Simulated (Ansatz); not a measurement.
ZnS (P6_3mc): gap, valleys and masses

```yaml
crystal:
  lattice:
    - [3.73823, 0.00000, 0.00000]
    - [-1.86912, 3.23740, 0.00000]
    - [0.00000, 0.00000, 6.14300]
  atoms:
    - { symbol: Zn, position: [0.33333, 0.66667, 0.00559] }
    - { symbol: Zn, position: [0.66667, 0.33333, 0.50559] }
    - { symbol: S, position: [0.33333, 0.66667, 0.37941] }
    - { symbol: S, position: [0.66667, 0.33333, 0.87941] }
```

The conventional cell has a = 3.738 Å, b = 3.738 Å, c = 6.143 Å, α = 90.00°, β = 90.00°, γ = 120.00°. Zn (atom 1) is surrounded by 4 S at 2.29 to 2.30 Å. S (atom 3) is surrounded by 4 Zn at 2.29 to 2.30 Å.

Computed, not measured; unless marked otherwise by LDA, all-electron LAPW in Ansatz 0.2.0, with spin-orbit coupling. k mesh 6×6×4, fixed occupations, basis error target 1 meV/atom. The cell was relaxed by PAW under this functional, which moved its volume by -5 % from the database entry's.

Extrema are searched on a 8×8×4 mesh and refined by Newton steps; masses come from band slopes 0.005 Å⁻¹ away, 1/m* = (1/ħ²) d²E/dk², negative for holes (the finite step makes the lightest masses up to about 3 % heavy). k is in units of the reciprocal vectors.

(1) Where are the band edges, and is the gap direct?

(2) What are the electron masses at the edge?

(3) What are the hole masses at the edge?

(4) What gap does PAW give in the same cell?

(5) What does spin-orbit coupling change?

Answers

(1) The valence maximum lies at Gamma (0.000, 0.000, 0.000) and the conduction minimum at Gamma (0.000, 0.000, 0.000), so the Kohn-Sham gap of 2.171 eV is direct.

(2) The principal masses are 0.155, 0.18, 0.18 mₑ. One valley has a density-of-states mass (m₁m₂m₃)^(1/3) = 0.171; the direction-averaged conductivity mass 3/Σ(1/mᵢ) is 0.171 mₑ.

(3) The principal masses are 0.302, 0.302, 1.47 mₑ. One valley has a density-of-states mass (m₁m₂m₃)^(1/3) = 0.512; the direction-averaged conductivity mass 3/Σ(1/mᵢ) is 0.411 mₑ. Another band lies 31 meV away, so these masses hold only close to the edge.

(4) 2.170 eV, -1 meV from the LAPW value.

(5) The gap goes from 2.192 to 2.171 eV. The valence levels at the maximum lie at 0.000, -0.031, -0.134 eV (pairs).

Caveats: semilocal gaps are low, and what follows the gap (onsets, screening, light masses) shifts with it; wurtzite ZnS is metastable at ambient conditions; the frozen-core PAW files of the compared runs were fitted under PBE, their cores solved anew for this functional.
